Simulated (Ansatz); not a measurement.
HfO₂, first-principles data

HfO₂:
```cif
data_Hf2O4
_chemical_formula_sum 'Hf2 O4'
_space_group_name_H-M_alt 'P 1'
_space_group_IT_number 1
_cell_length_a 4.83987
_cell_length_b 4.83987
_cell_length_c 3.22453
_cell_angle_alpha 90.000
_cell_angle_beta 90.000
_cell_angle_gamma 90.000
loop_
_space_group_symop_operation_xyz
  'x, y, z'
loop_
_atom_site_label
_atom_site_type_symbol
_atom_site_fract_x
_atom_site_fract_y
_atom_site_fract_z
_atom_site_occupancy
Hf1 Hf 0.00000 0.00000 0.00000 1
Hf2 Hf 0.50000 0.50000 0.50000 1
O1 O 0.19448 0.80552 0.50000 1
O2 O 0.80552 0.19448 0.50000 1
O3 O 0.69448 0.69448 0.00000 1
O4 O 0.30552 0.30552 0.00000 1
```

Space group P4_2/mnm (No. 136), rutile; conventional cell a = b = 4.840 Å, c = 3.225 Å, α = β = γ = 90.00°.

Method: HSE06 in the plane-wave PAW code Ansatz. Geometry: relaxed at this level of theory. Other levels are named where they apply.

### Cell and energy

```
Quantity             Result
---------------  ----------
Volume per atom    12.59 Å³
Density          9.25 g/cm³
```

### Electronic structure

```
Quantity                                                                              Result
----------------------------  --------------------------------------------------------------
Band gap                                                                    5.65 eV (direct)
Valence-band maximum                                                                    at Γ
Conduction-band minimum                                                                 at Γ
Gap with spin–orbit coupling  5.65 eV (at the special points and the edges found without it)
```

### Mechanics

```
Property                             Result
----------------------------------  -------
Bulk modulus (Birch–Murnaghan fit)  221 GPa
Pressure derivative B′                  4.5
```

### Charges

```
Property                     Value
-------------  -------------------
Bader charges  Hf +2.80, O -1.40 e
```

The workflow started from a Materials Project entry (that database holds measured and hypothetical structures alike); the Crystallography Open Database copy checked does not list it. It is not the phase usual at ambient conditions (space group No. 14, 29). The HSE06 relaxation kept the symmetry of its start; its stability against distortions is not shown here. The run is not spin-polarised. The hybrid was solved on a coarse mesh, the path and, where they were found, the r²SCAN edge points; its band edges are the extreme levels among these. Spin–orbit coupling is left out wherever it is not named.

Potentials: the earlier of the program's two PAW sets. The files were generated under PBE; for other functionals the program regenerates the frozen cores, and for LDA and PBEsol the local potential too.
